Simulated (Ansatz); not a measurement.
What DFT gives for BaAs3Ru

```
Ba Ru As
1.0
     4.78551    0.00000    0.00000
     0.00000    4.78551    0.00000
     0.00000    0.00000    4.78551
Ba Ru As
1 1 3
Direct
  0.50000 0.50000 0.50000
  0.00000 0.00000 0.00000
  0.00000 0.50000 0.00000
  0.50000 0.00000 0.00000
  0.00000 0.00000 0.50000
```

Single point in Ansatz 0.2.0 with PBE, no spin polarisation. Cutoff 420 eV, PAW datasets, 7×7×7 Γ-centred k mesh, cold filling (width 0.1083 eV).

Task: Is the cell too large or too small?

Result: The pressure is 9.6 GPa (compression positive), so with the atoms held at these fractions the cell would first expand.

Task: How is the charge shared?

Result: Bader charges in e: Ba +1.20, As -0.39, Ru -0.03. In the mean Ba gives up most and As takes most.

Task: Metal or insulator?

Result: It is a metal, with about 5.2 states/eV a cell as the mean within 0.25 eV of the Fermi level, mostly As p (58 %) and Ru d (32 %).

Task: Are the atoms at rest?

Result: The forces vanish by the symmetry of the sites.

Task: Describe some of the short contacts.

Result: Ru–As at 2.39 Å: least valence density 0.57 e/Å³ and ELF 0.35 there. Ba–As at 3.38 Å: least valence density 0.11 e/Å³ and ELF 0.11 there. Both are smooth PAW fields, read partly inside the augmentation spheres.

Task: Is it stable against the elements?

Result: -0.08 eV an atom against the elements' usual phases (free molecules for gases, crystals otherwise, with no correction for O₂ or N₂), so it is bound against them; other compounds may still compete. Relaxing would lower it.

Origin: a known structure type with other elements, at an estimated volume, so it need not be a known compound. Caveats: many states at the Fermi level without spin polarisation, so a magnetic state may lie lower.
